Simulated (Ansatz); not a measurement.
CaO:
```xyz
2
Lattice="0.0000 2.4154 2.4154 2.4154 0.0000 2.4154 2.4154 2.4154 0.0000" Properties=species:S:1:pos:R:3 pbc="T T T"
Ca     0.0000     0.0000     0.0000
O      2.4154     2.4154     2.4154
```

Relaxed with PBE. Special points in fractions of this cell's reciprocal vectors: Γ (0.000, 0.000, 0.000); X (0.500, 0.000, 0.500); U (0.625, 0.250, 0.625); K (0.375, 0.375, 0.750); L (0.500, 0.500, 0.500); W (0.500, 0.250, 0.750).

Problem. List the band energies nearest the valence-band maximum at these points for PBE (plane waves, PAW; program Ansatz).

Solution. In eV from the valence-band maximum; about four levels below and three above (degenerate sets whole), none deeper than 8.9 eV; points with the same levels are listed once.

```csv
k,below,above
Γ,0.00 0.00 0.00,4.61 6.20 6.20 6.20
X,-1.31 -0.38 -0.38,3.66 7.94 8.81
U,-1.32 -1.21 -0.77,5.12 7.92 8.45
L,-2.59 -1.16 -1.16,6.99 8.28 8.28
W,-1.25 -1.05 -1.05,6.27 6.27 8.29
```

Space group Fm-3m (rock salt). The cell was relaxed with PBE under the symmetry of its start; phonons on a q-mesh show no instability.

Potentials: the later of the program's two PAW sets.
